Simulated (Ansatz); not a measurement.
# Eigenvalues along a path: Bi (bcc type)

```
Bi
1.0
    -1.44212    1.44212    1.44212
     1.44212   -1.44212    1.44212
     1.44212    1.44212   -1.44212
Bi
1
Direct
  0.00000 0.00000 0.00000
```

The cell comes from a relaxation on PAW files under the same functional, begun from a prototype that needn't be the stable phase.

All numbers are PBEsol results (scalar-relativistic) from Ansatz 0.2.0, with a Γ-centred 15×15×15 k mesh, Fermi–Dirac smearing of 0.08 eV, no spin polarisation. Methods: LAPW: all electrons, basis error target 1 meV/atom.

This run: volume at 0.4 of the series' base cell.

Spin–orbit coupling is left out, which matters for the heavy atoms. The structure type is held throughout; the real material can change phase at far lower pressure.

Path points, in fractions of the reciprocal vectors: Γ (0.000, 0.000, 0.000), H (0.500, -0.500, 0.500), N (0.000, 0.000, 0.500), P (0.250, 0.250, 0.250). The distance column jumps between branches of the path. Levels in eV from the Fermi level; bands 19 to 27, counted from the lowest band of the run. The gap is zero, the pressure 474.5 GPa.

```
# k(1/Å) point b19 b20 b21 b22 b23 b24 b25 b26 b27
0.000 Γ -27.40 -26.23 -25.63 -25.63 7.00 7.00 7.00 15.90 15.90
0.272 - -27.30 -25.94 -25.74 -25.52 6.54 7.32 7.32 11.93 14.51
0.545 - -27.04 -26.07 -25.85 -24.45 5.60 7.51 7.51 7.56 12.54
0.817 - -26.63 -26.55 -26.07 -22.45 4.11 4.74 5.42 5.42 13.36
1.089 - -26.57 -26.52 -26.12 -19.74 1.81 2.15 2.15 4.15 16.20
1.362 - -26.02 -26.02 -25.60 -16.45 -1.00 -1.00 0.59 3.84 13.34
1.634 - -25.42 -25.42 -25.15 -12.72 -3.60 -3.60 0.01 3.71 8.54
1.906 - -24.92 -24.92 -24.83 -8.78 -5.34 -5.34 -1.00 3.68 4.87
2.178 H -24.72 -24.72 -24.72 -5.96 -5.96 -5.96 -2.81 3.68 3.68
2.371 - -24.89 -24.82 -24.71 -7.15 -6.38 -5.65 -1.34 3.83 4.06
2.564 - -25.34 -25.11 -24.67 -8.82 -7.46 -4.78 0.78 4.67 5.07
2.756 - -25.98 -25.50 -24.62 -10.19 -8.89 -3.47 1.83 6.48 7.05
2.949 - -26.66 -25.87 -24.56 -11.20 -10.42 -1.89 2.09 8.15 10.52
3.141 - -26.68 -26.02 -24.51 -11.88 -11.88 -0.21 2.13 9.98 14.32
3.334 - -26.14 -25.94 -24.45 -13.12 -12.31 1.38 2.12 11.85 13.52
3.526 - -25.80 -25.72 -24.42 -13.95 -12.55 2.11 2.62 12.52 12.64
3.719 N -25.74 -25.57 -24.41 -14.25 -12.62 2.10 3.12 12.09 12.25
3.911 - -25.76 -25.57 -24.54 -16.42 -10.18 2.31 3.49 11.88 12.04
4.104 - -25.81 -25.58 -24.92 -18.92 -6.86 2.90 4.58 11.29 11.60
4.297 - -25.87 -25.59 -25.45 -21.12 -3.33 3.84 6.27 10.41 11.11
4.489 - -26.03 -25.90 -25.61 -22.95 0.26 5.02 8.41 9.42 10.72
4.682 - -26.58 -25.87 -25.62 -24.40 3.61 6.18 8.46 10.68 10.81
4.874 - -27.02 -25.80 -25.62 -25.41 5.99 6.88 7.68 11.70 12.70
5.067 - -27.30 -26.05 -25.66 -25.63 6.85 7.02 7.18 14.06 14.23
5.259 Γ -27.40 -26.23 -25.63 -25.63 7.00 7.00 7.00 15.90 15.90
5.495 - -27.24 -25.95 -25.65 -25.65 6.90 6.90 7.20 13.45 14.26
5.731 - -26.91 -25.70 -25.70 -24.99 6.01 6.01 7.80 8.92 13.74
5.967 - -26.54 -25.73 -25.73 -23.30 4.03 4.03 4.20 8.79 15.37
6.203 - -26.23 -25.71 -25.71 -21.00 -0.15 1.68 1.68 10.18 17.77
6.438 - -26.06 -25.65 -25.65 -18.20 -3.83 -0.65 -0.65 11.95 17.05
6.674 - -26.14 -25.60 -25.60 -15.10 -6.58 -2.82 -2.82 14.09 17.11
6.910 - -26.53 -25.55 -25.55 -12.19 -7.96 -4.78 -4.78 16.58 17.93
7.146 P -27.13 -25.54 -25.54 -11.17 -6.45 -6.45 -6.45 19.21 19.21
7.382 - -26.83 -25.55 -25.55 -11.33 -7.71 -7.71 -2.98 16.24 16.24
7.618 - -26.68 -25.53 -25.53 -11.37 -8.47 -8.47 0.91 13.47 13.47
7.853 - -26.80 -25.42 -25.42 -11.18 -8.68 -8.68 4.87 10.95 10.95
8.089 - -27.16 -25.23 -25.23 -10.73 -8.36 -8.36 8.16 8.69 8.69
8.325 - -26.75 -25.04 -25.04 -10.00 -7.69 -7.69 6.73 6.73 7.21
8.561 - -25.80 -24.87 -24.87 -8.88 -6.89 -6.89 3.17 5.14 5.14
8.797 - -25.02 -24.76 -24.76 -7.31 -6.23 -6.23 -0.65 4.07 4.07
9.032 H -24.72 -24.72 -24.72 -5.96 -5.96 -5.96 -2.81 3.68 3.68
10.919 P -27.13 -25.54 -25.54 -11.17 -6.45 -6.45 -6.45 19.21 19.21
11.055 - -26.79 -25.55 -25.54 -11.31 -7.91 -6.08 -4.95 17.42 18.09
11.191 - -26.40 -25.57 -25.54 -11.63 -9.30 -5.11 -3.46 15.75 17.07
11.328 - -25.98 -25.60 -25.55 -11.96 -10.61 -3.74 -2.01 14.37 16.19
11.464 - -25.64 -25.55 -25.54 -12.23 -11.78 -2.14 -0.67 13.31 15.47
11.600 - -25.68 -25.56 -25.12 -12.79 -12.42 -0.42 0.49 12.60 14.89
11.736 - -25.71 -25.56 -24.75 -13.57 -12.54 1.24 1.37 12.22 13.95
11.872 - -25.73 -25.56 -24.50 -14.08 -12.60 1.92 2.57 12.10 12.75
12.008 N -25.74 -25.57 -24.41 -14.25 -12.62 2.10 3.12 12.09 12.25
```
